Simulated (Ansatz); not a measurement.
Data sheet: WO₃ (DFT)

WO3:
```yaml
crystal:
  lattice:
    - [5.24276, 0.00000, 0.00000]
    - [0.00000, 5.17397, 0.00000]
    - [-0.18591, 0.00000, 7.63120]
  atoms:
    - { symbol: W, position: [0.74589, 0.26589, 0.71773] }
    - { symbol: W, position: [0.25411, 0.73411, 0.28227] }
    - { symbol: W, position: [0.25411, 0.76589, 0.78227] }
    - { symbol: W, position: [0.74589, 0.23411, 0.21773] }
    - { symbol: O, position: [0.45539, 0.03899, 0.22200] }
    - { symbol: O, position: [0.54461, 0.96101, 0.77800] }
    - { symbol: O, position: [0.54461, 0.53899, 0.27800] }
    - { symbol: O, position: [0.45539, 0.46101, 0.72200] }
    - { symbol: O, position: [0.25169, 0.69469, 0.00819] }
    - { symbol: O, position: [0.74831, 0.30531, 0.99181] }
    - { symbol: O, position: [0.74831, 0.19469, 0.49181] }
    - { symbol: O, position: [0.25169, 0.80531, 0.50819] }
    - { symbol: O, position: [0.03665, 0.04043, 0.77810] }
    - { symbol: O, position: [0.96335, 0.95957, 0.22190] }
    - { symbol: O, position: [0.96335, 0.54043, 0.72190] }
    - { symbol: O, position: [0.03665, 0.45957, 0.27810] }
```

Space group P2_1/c (No. 14); conventional cell a = 5.243 Å, b = 5.174 Å, c = 7.633 Å, α = 90.00°, β = 91.40°, γ = 90.00°.

Method: the program Ansatz at the LDA level (PAW). Geometry: relaxed at this level of theory. Other levels are named where they apply.

**Cell and energy**

- Volume per atom: 12.94 Å³
- Density: 7.44 g/cm³
- Formation energy from the elements (no fitted shifts): -2.25 eV/atom

**Electronic structure**

- Band gap: 1.71 eV (indirect)
- Valence-band maximum: on the C2–Y2 line, 2 % of the way from C2 (k = -0.500, 0.490, 0.000 in fractions of the reciprocal vectors)
- Conduction-band minimum: off the standard path, at k = (0.016, 0.000, -0.104) in fractions of the reciprocal vectors
- Smallest direct gap on the standard path: 1.76 eV
- Electron effective mass: 0.34, 0.65, 6.9 mₑ (principal values)

**Mechanics**

- Elastic constants (relaxed ions, GPa) = C11 = 138, C22 = 101, C33 = 104, C12 = 0.0, C13 = 67.6, C23 = 1.1, C44 = 42.2, C55 = 60.5, C66 = 68.0, C15 = -25.0, C25 = -27.4, C35 = -22.1, C46 = 15.5
- Mechanical stability = stable (all eigenvalues of C positive)
- Hill bulk and shear moduli = 45.6 and 47.2 GPa
- Young's modulus = 105 GPa
- Poisson's ratio = 0.12
- Debye temperature from the elastic constants = 350 K

**Phonons**

- Highest zone-centre frequency (without LO–TO term): 1073 cm^-1
- Zone-centre stability: no imaginary mode at Γ

The first step of the workflow began from a Materials Project structure, measured or hypothetical; the Crystallography Open Database files this formula in space group No. 14, but the cells were not matched. Its standing as an ambient phase is unchecked. The cell was relaxed with LDA under the symmetry of its start. The run is not spin-polarised. No Hubbard U is applied. The references are the lowest solids computed at this level, not always the standard phases (solids in place of the gases). Spin–orbit coupling is left out wherever it is not named.

Potentials: the later of the program's two PAW sets.
